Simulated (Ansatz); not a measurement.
In (body-centred tetragonal, I4/mmm) at seven volumes, plane-wave PAW r²SCAN (Ansatz code), shape and atoms relaxed at each. One row is withheld.

| V (Å³/atom) | P (GPa) |
|---|---|
| 23.845 | 5.15 |
| 24.631 | ? |
| 25.417 | 1.40 |
| 26.203 | -0.01 |
| 26.990 | -1.16 |
| 27.776 | -2.06 |
| 28.562 | -2.83 |

Question: Fit the shown pressures and predict the withheld one.

Answer: P = (3/2)B₀(x^(7/2) − x^(5/2))[1 + (3/4)(B′ − 4)(x − 1)] with x = (V₀/V)^(2/3). Least squares on the six rows gives V₀ = 26.200 Å³/atom, B₀ = 41.9 GPa, B′ = 5.67. At V = 24.631, x = 1.0420 and P = 3.08 GPa. The run itself gave 3.10 GPa.

The cell was relaxed with r²SCAN under the symmetry of its start.

Potentials: the later of the program's two PAW sets.
